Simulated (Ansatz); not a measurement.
Rb$_{2}$NiF$_{6}$ (space group Fm-3m)

```
Rb2NiF6
1.0
    0.00000     4.21059     4.21059
    4.21059     0.00000     4.21059
    4.21059     4.21059     0.00000
Rb Ni F
2 1 6
Direct
  0.75000   0.75000   0.75000
  0.25000   0.25000   0.25000
  0.00000   0.00000   0.00000
  0.78805   0.21195   0.78805
  0.21195   0.78805   0.21195
  0.78805   0.21195   0.21195
  0.21195   0.78805   0.78805
  0.78805   0.78805   0.21195
  0.21195   0.21195   0.78805
```

The slice is a {100} plane (indices of the conventional cell) through the point (0.250, 0.250, 0.250) (fractional), spanned by u = [100] and v = [0 1 -1] in vectors of this cell: u (5.95 Å) and v (5.95 Å, at 90° to u). It covers one period; positions are fractions (u, v).

Calculation: PBEsol (plane waves to 420 eV, PAW, scalar-relativistic; Ansatz, a first-principles code). k mesh 7×7×7. These are valence fields of a PAW run, semicore shells included where kept as valence: close to a nucleus they are smooth pseudo fields. Rb2NiF6 is run without spin polarisation and with no Hubbard U. Rb2NiF6 was relaxed with its symmetry unable to fall.

Problem. Predict the map of the electrostatic potential energy of an electron, from the cell's mean on the slice.

Solution. 
```
|xxxx000468989xxxxxxx989864000xxx|
|xxxx0004789992xxxxx2999864000xxx|
|xxx000257899993xxx299998752000xx|
|00000046789999898999999876400000|
|00000357889999998899999887530000|
|00024567889999999999999887654200|
|34456778888888888888888888776544|
|66777888888877766677788888887776|
|88888888887765443445677888888888|
|99999998876542000002456788999999|
|89999998875300000000035788999998|
|89899998764000000000004678999999|
|xx399998752000xxxxx000257899992x|
|xxx2999874000xxxxxxx0004689992xx|
|xxxx989864000xxxxxxx000468989xxx|
|xxxx889863000xxxxxxx000368988xxx|
|xxxx989864000xxxxxxx000468989xxx|
|xxx2999874000xxxxxxx0004689992xx|
|xx399998752000xxxxx000257899992x|
|89899998764000000000004678999999|
|89999998875300000000035788999998|
|99999998876542000002456788999999|
|88888888887765443445677888888888|
|66777888888877766677788888887776|
|34456778888888888888888888776544|
|00024567889999999999999887654200|
|00000357889999998899999887530000|
|00000046789999898999999876400000|
|xxx000257899993xxx299998752000xx|
|xxxx0004789992xxxxx2999864000xxx|
|xxxx000468989xxxxxxx989864000xxx|
|xxxx000368988xxxxxxx889863000xxx|
```
Scale: ten equal steps from -1.00 (start of '0') to 7.16 (end of '9'), in the order '0123456789'. Values: electrostatic potential energy of an electron, from the cell's mean, in eV. The map has 32 points along u (one character each, u = 0 at the left) and 32 along v (v = 0 in the bottom row). Points within 0.7 Å of a nucleus are blanked (x), as the pseudised field means little there. Values under -1 eV are set to -1. The zero, the cell's mean, hangs on the PAW cores.
